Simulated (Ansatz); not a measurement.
Al2O3 (bixbyite, space group No. 206), the program Ansatz at the r²SCAN level (PAW): ε∞ = 3.04, cell volume 350.79 Å³. Infrared-active transverse modes:

```tsv
ω_TO (cm⁻¹)	oscillator strength S_xx (e²/amu)
267.4	0.02744
280.2	0.006064
333.3	0.2461
352.2	0.6311
380.4	0.02489
399.0	0.02779
417.4	1.384
455.6	0.2400
474.3	1.950
513.8	0.09921
551.2	5.849
620.0	0.08189
642.5	0.03955
694.0	0.01033
733.4	0.06594
773.6	0.1950
```

Task: Compute the static dielectric constant.

Result: Each mode adds (4.921e7/V) S/ω²: 0.05, 0.01, 0.31, 0.71, 0.02, 0.02, 1.11, 0.16, 1.22, 0.05, 2.70, 0.03, 0.01, 0.00, 0.02, 0.05. So ε0 = 9.53.

Space group Ia-3 (bixbyite). A made-up cell: these elements were put on the sites of a structure type; the Crystallography Open Database copy checked does not list it. It is not the phase usual at ambient conditions (space group No. 167). The cell was relaxed with r²SCAN under the symmetry of its start; of distortions, only those at the zone centre were tested.

Potentials: the later of the program's two PAW sets.
